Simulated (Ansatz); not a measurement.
**From the elastic tensor of Al at 3 GPa (stress–strain coefficients) to moduli and sound speeds**

All numbers below come from Ansatz, DFT PBEsol, scalar-relativistic, plane waves, PAW. Plane waves to 420 eV; Γ-centred k mesh 18×18×6; Fermi-Dirac smearing of 0.15 eV. No spin polarisation.

The structure is hexagonal, space group P6_3/mmc (No. 194). Conventional cell: a = 2.806 Å, b = 2.806 Å, c = 9.216 Å, α = 90.00°, β = 90.00°, γ = 120.00°. Al (site symmetry -3m) is surrounded by 12 Al at 2.81 to 2.82 Å. Al (site symmetry -6m2) is surrounded by 12 Al at 2.81 to 2.82 Å.

In a metal, frequencies and elastic constants depend on the k mesh and the smearing, soft modes and shear constants most.

Relaxed-ion constants (GPa, on the Cartesian axes of the calculation):
C11 = 151.9, C12 = 74.1, C13 = 58.6, C22 = 151.9, C23 = 58.6, C33 = 161.4, C44 = 31.3, C55 = 31.3, C66 = 38.9 GPa; the others vanish.

Density 2.852 g/cm³; 4 atoms in 62.84 Å³.

The values that follow are for a polycrystal of randomly turned grains, by Hill's mean where one number stands.

With S = C⁻¹: B_V = (C11+C22+C33+2(C12+C13+C23))/9, G_V = (C11+C22+C33−C12−C13−C23+3(C44+C55+C66))/15, 1/B_R = S11+S22+S33+2(S12+S13+S23), 15/G_R = 4(S11+S22+S33−S12−S13−S23)+3(S44+S55+S66); Hill is their mean. Then v_l = √((B+4G/3)/ρ), v_t = √(G/ρ), v_m = [(2/v_t³+1/v_l³)/3]^(−1/3) and Θ = (ħ/k_B)·v_m·(6π²n/V)^(1/3) for n atoms in the volume V; E = 9BG/(3B+G), ν = (3B−2G)/(2(3B+G)) and A^U = 5G_V/G_R + B_V/B_R − 6.

| Item | Value |
| --- | --- |
| Bulk modulus, Voigt / Reuss / Hill | 94.2 / 94.2 / 94.2 GPa |
| Shear modulus, Voigt / Reuss / Hill | 38.6 / 37.2 / 37.9 GPa |
| Young's modulus | 100 GPa |
| Poisson ratio | 0.323 |
| Pugh ratio B/G | 2.49 |
| Universal anisotropy index | 0.18 |
| Longitudinal and transverse sound speeds | 7123 and 3645 m/s |
| Debye temperature from the mean sound speed | 485 K |

This form isn't the element's structure at ambient conditions.

Cost: 1 run of about 1.9 core-minutes, on Intel Xeon 6975P-C (Granite Rapids) (shared hosts).